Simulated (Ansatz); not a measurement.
Sc$_{3}$Si$_{5}$ in space group P-62c (No. 190; Sc on 6g, Si on 6h, Si on 2b, Si on 2d) at seven volumes, the program Ansatz at the r²SCAN level (PAW), shape and atoms relaxed at each. One row is withheld.

```tsv
V (Å³/atom)	P (GPa)
15.510	11.37
16.021	6.96
16.532	3.20
17.044	0.01
17.555	?
18.066	-5.02
18.577	-7.01
```

Question: Fit the shown pressures and predict the withheld one.

Answer: P = (3/2)B₀(x^(7/2) − x^(5/2))[1 + (3/4)(B′ − 4)(x − 1)] with x = (V₀/V)^(2/3). Least squares on the six rows gives V₀ = 17.046 Å³/atom, B₀ = 98.1 GPa, B′ = 4.34. At V = 17.555, x = 0.9806 and P = -2.71 GPa. The run itself gave -2.70 GPa.

The start of the workflow was typed in or built on a structure type; neither database checked (COD, Materials Project) lists it. Its standing as an ambient phase is unchecked. The cell was relaxed with r²SCAN under the symmetry of its start; whether a distortion lowers the energy is not shown. The run is not spin-polarised.

Potentials: the earlier of the program's two PAW sets.
